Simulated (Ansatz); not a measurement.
**5 guesses for Cd3SeS2 and where they end**

These are results of Ansatz 0.2.0, DFT PBE, scalar-relativistic, plane waves, PAW, not measurements. All cells share a 420 eV cutoff and Γ-centred k meshes spaced about 0.3 Å⁻¹ or finer (0.25 for metals, 2π included). No spin polarisation in the final relaxations.

Each guess was relaxed in cell and atoms at zero pressure, within the symmetry of its start. All energies are static (0 K, no zero-point motion). Coordination counts S or Se atoms around Cd (for each partner element, those within 1.25 times its shortest distance or 1.15 times the sum of covalent radii, where it is the nearest in units of that sum or under 1.3).

```csv
guess,made from,start group,V start (Å³/atom),end group,V end (Å³/atom),coordination at the end,gap on mesh (eV),E over the lowest end (meV/atom)
1,a cell proposed by chemical analogy,I-4m2,26.0,I-4m2,27.2,Cd 4,0.80,3
2,a cell proposed by chemical analogy,Imm2,26.0,Imm2,27.2,Cd 4,0.79,2
3,a cell proposed by chemical analogy,Cmc2_1,26.0,Cmc2_1,27.2,Cd 4,0.91,0
4,a cell proposed by chemical analogy,P6_3mc,26.0,P6_3mc,27.2,Cd 4,0.73,5
5,a cell proposed by chemical analogy,P3m1,26.0,?,?,?,?,?
```

Guess 5 as it starts:

```cif
data_structure
_symmetry_space_group_name_H-M 'P 1'
_symmetry_Int_Tables_number 1
_cell_length_a 4.1900
_cell_length_b 4.1900
_cell_length_c 10.2600
_cell_angle_alpha 90.000
_cell_angle_beta 90.000
_cell_angle_gamma 120.000
_cell_volume 155.99
loop_
_atom_site_label
_atom_site_type_symbol
_atom_site_fract_x
_atom_site_fract_y
_atom_site_fract_z
_atom_site_occupancy
Cd1 Cd 0.66667 0.33333 0.66667 1
Cd2 Cd 0.00000 0.00000 0.00000 1
Cd3 Cd 0.33333 0.66667 0.33333 1
Se1 Se 0.00000 0.00000 0.25000 1
S1 S 0.66667 0.33333 0.91667 1
S2 S 0.33333 0.66667 0.58333 1
```

Q: Fill in the missing row: what does this guess relax into, and where does it rank?

A: It ends in Se and S ordered on zinc blende sites, space group P3m1 (No. 156), with a = 4.252 Å, c = 10.430 Å, 27.2 Å³/atom and a gap of 0.66 eV; its coordination is Cd 4. It lies 6 meV/atom over the lowest end, within the noise of guess 4 and so the highest of the set. Counting S or Se atoms around Cd, this end and the lowest (guess 3) both have Cd 4.

Space group P3m1 (No. 156). a = 4.252 Å, b = 4.252 Å, c = 10.430 Å, α = 90.00°, β = 90.00°, γ = 120.00°
```tsv
atom	site	symmetry	x	y	z
Cd	1c	3m.	0.6667	0.3333	0.6666
Cd	1a	3m.	0.0000	0.0000	0.9909
Cd	1b	3m.	0.3333	0.6667	0.3430
Se	1a	3m.	0.0000	0.0000	0.2478
S	1c	3m.	0.6667	0.3333	0.9130
S	1b	3m.	0.3333	0.6667	0.5887
```

Energies over the elements count from the elements' standard structures at the same level, with no fitted energy shifts.

Q: Is the lowest end bound against the elements?

A: Yes: its formation energy is −0.648 eV/atom. It lies below the elements, which doesn't yet make it stable against other compounds or structures.

Kohn–Sham gaps at this level usually fall short of measured ones. The reference forms of S and Se are held partly by dispersion forces, which this level lacks. With atoms moved at random, Cmc2_1 and I-4m2 came back. Without a clear test, and held by symmetry: Imm2, P6_3mc and P3m1. A lower structure may well exist outside this small set. Some structure types and database cells were kept out of the candidates from the start, so a known form may be missing.
